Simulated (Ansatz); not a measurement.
CsCdCl3:
```
CsCdCl3
1.0
    5.25800     0.00000     0.00000
    0.00000     5.25800     0.00000
    0.00000     0.00000     5.25800
Cs Cd Cl
1 1 3
Direct
  0.00000   0.00000   0.00000
  0.50000   0.50000   0.50000
  0.00000   0.50000   0.50000
  0.50000   0.00000   0.50000
  0.50000   0.50000   0.00000
```

Relaxed with r²SCAN. Special points in fractions of this cell's reciprocal vectors: Γ (0.000, 0.000, 0.000); X (0.000, 0.500, 0.000); M (0.500, 0.500, 0.000); R (0.500, 0.500, 0.500).

### Question
List the band energies nearest the valence-band maximum at these points for r²SCAN in the plane-wave PAW code Ansatz.

### Answer
In eV from the valence-band maximum; about four levels below and three above (degenerate sets whole), none deeper than 8.9 eV; points with the same levels are listed once.

| k | below | above |
|---|---|---|
| Γ | -0.80 -0.80 -0.80 -0.51 -0.51 -0.51 | 2.48 6.69 6.83 6.83 |
| X | -0.81 -0.81 -0.74 -0.74 | 4.97 7.90 8.08 |
| M | -0.95 -0.95 -0.21 -0.01 | 6.76 8.05 8.05 |
| R | -0.20 -0.20 -0.20 0.00 0.00 | 6.68 6.68 6.68 |

Space group Pm-3m (cubic perovskite). The first step of the workflow began from a Materials Project structure, measured or hypothetical; the Crystallography Open Database files this formula in space group No. 221, but the cells were not matched. Whether it is the stable phase at ambient conditions was not checked. Symmetry was held in the r²SCAN relaxation; its stability against distortions is not shown here. Spin–orbit coupling is left out wherever it is not named.

Potentials: the later of the program's two PAW sets.
